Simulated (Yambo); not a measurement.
Yambo run on SrAlSiH (space group P3m1, No. 156). The wavefunctions come from this Quantum ESPRESSO step (PBEsol, PseudoDojo standard norm-conserving files, scalar-relativistic):

```
&CONTROL
  calculation = 'nscf'
  pseudo_dir = './pseudo'
  outdir = './out'
/
&SYSTEM
  ibrav = 0
  nat = 4
  ntyp = 4
  ecutwfc = 72.0
  ecutrho = 288.0
  occupations = 'fixed'
  force_symmorphic = .true.
  nbnd = 137
/
&ELECTRONS
  conv_thr = 4e-09
  diago_full_acc = .true.
  diago_thr_init = 1e-08
/
ATOMIC_SPECIES
H 1.0080 H.upf
Al 26.9815 Al.upf
Si 28.0850 Si.upf
Sr 87.6200 Sr.upf
CELL_PARAMETERS angstrom
  4.206926612065   0.000000000000   0.000000000000
 -2.103463306033   3.643305317905   0.000000000000
  0.000000000000   0.000000000000   4.785627855000
ATOMIC_POSITIONS crystal
H   0.666666667000   0.333333333000   0.097371745500
Al   0.666666667000   0.333333333000   0.465704919100
Si   0.333333333667   0.666666666333   0.554262689500
Sr   0.000000000333   0.000000000000   0.005660646000
K_POINTS automatic
3 3 2 0 0 0
```

Yambo input:

```
rim_cut
gw0
dyson
el_el_corr
HF_and_locXC
ppa
em1d
RandQpts= 1000000
RandGvec= 1 Ry
EXXRLvcs= 72 Ry
VXCRLvcs= 288 Ry
Chimod= "HARTREE"
% BndsRnXp
 1 | 136 |
%
NGsBlkXp= 8 Ry
% LongDrXp
 1.0 | 1.0 | 1.0 |
%
PPAPntXp= 27.2114 eV
% GbndRnge
 1 | 136 |
%
GTermKind= "BG"
DysSolver= "n"
ExtendOut
% QPkrange
 1 | 1 | 9 | 10 |
 2 | 2 | 9 | 10 |
 3 | 3 | 9 | 10 |
 5 | 5 | 9 | 10 |
 6 | 6 | 9 | 10 |
%
```

k points by index: 1 = Γ, 2 = A, 3 = (0, 0.333, 0), 5 = K, 6 = H.

Table of the .qp output:

```
#    K-point    Band    Eo [eV]    E [eV]    E-Eo [eV]    Vxc [eV]    Vnlxc [eV]    Sc|Eo [eV]    Sc|E [eV]    dSc/dw|Eo [eV]    Re(Z)    Im(Z)
#
    1    9    -0.902220    -1.518524    -0.616303    -10.21588    -11.87272    0.858206    1.040531    -8.048921    0.771725    -0.001669
    1    10    1.340050    1.280010    -0.060040    -9.233378    -5.158903    -4.151412    -4.134516    -7.675061    0.779995    -0.001637
    2    9    0.000000    -0.582422    -0.582422    -10.41009    -11.77108    0.607673    0.778571    -7.983457    0.773160    -0.001659
    2    10    1.519477    1.634941    0.115465    -9.700546    -5.445156    -4.108204    -4.139926    -7.466817    0.784679    -0.001615
    3    9    -1.038533    -1.494256    -0.455723    -9.663486    -10.90304    0.649631    0.783831    -8.011620    0.772542    -0.001719
    3    10    0.809730    0.777433    -0.032297    -9.242908    -5.473734    -3.810335    -3.801472    -7.496442    0.784010    -0.001615
    5    9    -0.792110    -1.278631    -0.486522    -9.781355    -10.98776    0.575984    0.719881    -8.046858    0.771770    -0.001709
    5    10    0.824999    0.839501    0.014502    -9.429159    -5.747788    -3.662904    -3.666870    -7.379910    0.786651    -0.001608
    6    9    -1.344552    -1.902568    -0.558017    -9.589415    -11.32732    1.013134    1.179890    -8.130243    0.769949    -0.001752
    6    10    2.079281    2.181469    0.102188    -9.103770    -4.690148    -4.284189    -4.311435    -7.244567    0.789741    -0.001595
```
(The two width columns are left out.) Convergence of these settings isn't established.

Geometry relaxed with PBEsol.

The structure is a Materials Project entry; no match was found in the copy of COD used, and its stability was not checked.
